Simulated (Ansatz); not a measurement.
GaN:
Space group F-43m (No. 216); a = b = c = 4.4978 Å, α = β = γ = 90.00°

| atom | site | symmetry | x | y | z |
|---|---|---|---|---|---|
| N | 4c | -43m | 0.2500 | 0.2500 | 0.2500 |
| Ga | 4a | -43m | 0.0000 | 0.0000 | 0.0000 |
(The calculation used a cell of 2 atoms; values per cell refer to that cell.)

Relaxed with r²SCAN.

Task: Which orbitals make up the states near the band edges in r²SCAN in the plane-wave PAW code Ansatz?

Result: Top 1 eV of the valence band: N 2p 88 %, Ga 4p 7 %. Bottom 1 eV of the conduction band: N 2s 38 %, Ga 4s 37 %, N 2p 15 %, Ga 4p 8 %. Projections are on Löwdin-orthogonalised atomic valence shells; empty p or d shells of many metals are not among them.

Task: Tabulate the density of states.

Result: States/eV per cell of 2 atoms, in 0.25 eV bins, energy from the valence-band maximum.

| E (eV) | total | N 2p | Ga 4p | Ga 4s |
|---|---|---|---|---|
| -7.85 | 0.00 | 0.00 | 0.00 | 0.00 |
| -7.60 | 0.00 | 0.00 | 0.00 | 0.00 |
| -7.35 | 0.00 | 0.00 | 0.00 | 0.00 |
| -7.10 | 0.09 | 0.05 | 0.02 | 0.02 |
| -6.85 | 0.28 | 0.15 | 0.06 | 0.07 |
| -6.60 | 0.42 | 0.22 | 0.08 | 0.10 |
| -6.35 | 0.60 | 0.33 | 0.10 | 0.15 |
| -6.10 | 1.45 | 0.81 | 0.14 | 0.44 |
| -5.85 | 1.78 | 1.00 | 0.14 | 0.55 |
| -5.60 | 0.64 | 0.35 | 0.07 | 0.15 |
| -5.35 | 0.45 | 0.25 | 0.05 | 0.10 |
| -5.10 | 0.37 | 0.20 | 0.04 | 0.07 |
| -4.85 | 0.29 | 0.16 | 0.03 | 0.06 |
| -4.60 | 0.26 | 0.14 | 0.02 | 0.05 |
| -4.35 | 0.36 | 0.21 | 0.06 | 0.04 |
| -4.10 | 0.79 | 0.50 | 0.19 | 0.05 |
| -3.85 | 0.87 | 0.56 | 0.20 | 0.06 |
| -3.60 | 0.81 | 0.54 | 0.17 | 0.06 |
| -3.35 | 0.86 | 0.58 | 0.18 | 0.05 |
| -3.10 | 0.97 | 0.67 | 0.20 | 0.05 |
| -2.85 | 1.20 | 0.86 | 0.24 | 0.05 |
| -2.60 | 1.32 | 0.97 | 0.26 | 0.04 |
| -2.35 | 1.31 | 0.98 | 0.24 | 0.04 |
| -2.10 | 1.31 | 1.01 | 0.22 | 0.03 |
| -1.85 | 1.31 | 1.03 | 0.20 | 0.03 |
| -1.60 | 1.33 | 1.07 | 0.19 | 0.02 |
| -1.35 | 1.36 | 1.12 | 0.17 | 0.02 |
| -1.10 | 1.36 | 1.15 | 0.15 | 0.01 |
| -0.85 | 0.92 | 0.80 | 0.08 | 0.01 |
| -0.60 | 0.66 | 0.58 | 0.04 | 0.00 |
| -0.35 | 0.46 | 0.41 | 0.02 | 0.00 |
| -0.10 | 0.18 | 0.17 | 0.01 | 0.00 |
| 0.15 | 0.00 | 0.00 | 0.00 | 0.00 |
| 0.40 | 0.00 | 0.00 | 0.00 | 0.00 |
| 0.65 | 0.00 | 0.00 | 0.00 | 0.00 |
| 0.90 | 0.00 | 0.00 | 0.00 | 0.00 |
| 1.15 | 0.00 | 0.00 | 0.00 | 0.00 |
| 1.40 | 0.00 | 0.00 | 0.00 | 0.00 |
| 1.65 | 0.00 | 0.00 | 0.00 | 0.00 |
| 1.90 | 0.00 | 0.00 | 0.00 | 0.00 |
| 2.15 | 0.00 | 0.00 | 0.00 | 0.00 |
| 2.40 | 0.00 | 0.00 | 0.00 | 0.00 |
| 2.65 | 0.01 | 0.00 | 0.00 | 0.00 |
| 2.90 | 0.02 | 0.00 | 0.00 | 0.01 |
| 3.15 | 0.03 | 0.01 | 0.00 | 0.01 |
| 3.40 | 0.04 | 0.01 | 0.01 | 0.01 |
| 3.65 | 0.05 | 0.01 | 0.01 | 0.01 |
| 3.90 | 0.10 | 0.02 | 0.03 | 0.02 |
| 4.15 | 0.17 | 0.02 | 0.07 | 0.02 |
| 4.40 | 0.24 | 0.03 | 0.10 | 0.03 |
| 4.65 | 0.32 | 0.05 | 0.13 | 0.03 |
| 4.90 | 0.43 | 0.07 | 0.18 | 0.05 |
| 5.15 | 0.61 | 0.10 | 0.25 | 0.07 |
| 5.40 | 0.78 | 0.12 | 0.30 | 0.12 |
| 5.65 | 0.80 | 0.13 | 0.31 | 0.12 |
| 5.90 | 0.82 | 0.14 | 0.32 | 0.13 |
| 6.15 | 0.81 | 0.14 | 0.33 | 0.13 |
| 6.40 | 0.79 | 0.15 | 0.33 | 0.12 |
| 6.65 | 0.80 | 0.16 | 0.35 | 0.11 |
| 6.90 | 0.70 | 0.15 | 0.31 | 0.10 |

The cell was relaxed with r²SCAN under the symmetry of its start; phonons on a q-mesh show no instability. Spin–orbit coupling is left out wherever it is not named.

Potentials: the later of the program's two PAW sets.
